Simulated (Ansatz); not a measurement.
Given:

La5Si3:
```
CELL_PARAMETERS angstrom
      8.96314     0.00000     0.00000
     -4.48157     7.76230     0.00000
      0.00000     0.00000     6.94596
ATOMIC_POSITIONS crystal
  La 0.33333 0.66667 0.00000
  La 0.66667 0.33333 0.00000
  La 0.66667 0.33333 0.50000
  La 0.33333 0.66667 0.50000
  La 0.75224 0.00000 0.75000
  La 0.24776 0.00000 0.25000
  La 0.75224 0.75224 0.25000
  La 0.24776 0.24776 0.75000
  La 0.00000 0.75224 0.75000
  La 0.00000 0.24776 0.25000
  Si 0.39269 0.00000 0.75000
  Si 0.60731 0.00000 0.25000
  Si 0.39269 0.39269 0.25000
  Si 0.60731 0.60731 0.75000
  Si 0.00000 0.39269 0.75000
  Si 0.00000 0.60731 0.25000
```

This is the r²SCAN-relaxed structure.

Question: All from r²SCAN (plane waves, PAW; program Ansatz), unless another level is named. Give the electronic character.

Answer: metallic (no gap).

Question: What about the formation energy from the elements (no fitted shifts)?

Answer: -0.64 eV/atom.

Question: Give the density of states at the Fermi level.

Answer: 1.2 states/eV per atom (mean over ±0.08 eV).

Question: Next, the gap with spin–orbit coupling?

Answer: none (metallic).

Space group P6_3/mcm. The workflow started from a Materials Project entry (that database holds measured and hypothetical structures alike); the Crystallography Open Database copy checked does not list it. COD files the formula under space group No. 140. Its standing as an ambient phase is unchecked. The cell was relaxed with r²SCAN under the symmetry of its start; whether a distortion lowers the energy is not shown. The references are the lowest solids computed at this level, not always the standard phases. Scalar-relativistic: spin–orbit coupling is off unless named, which matters more the heavier the elements.

Potentials: the later of the program's two PAW sets.
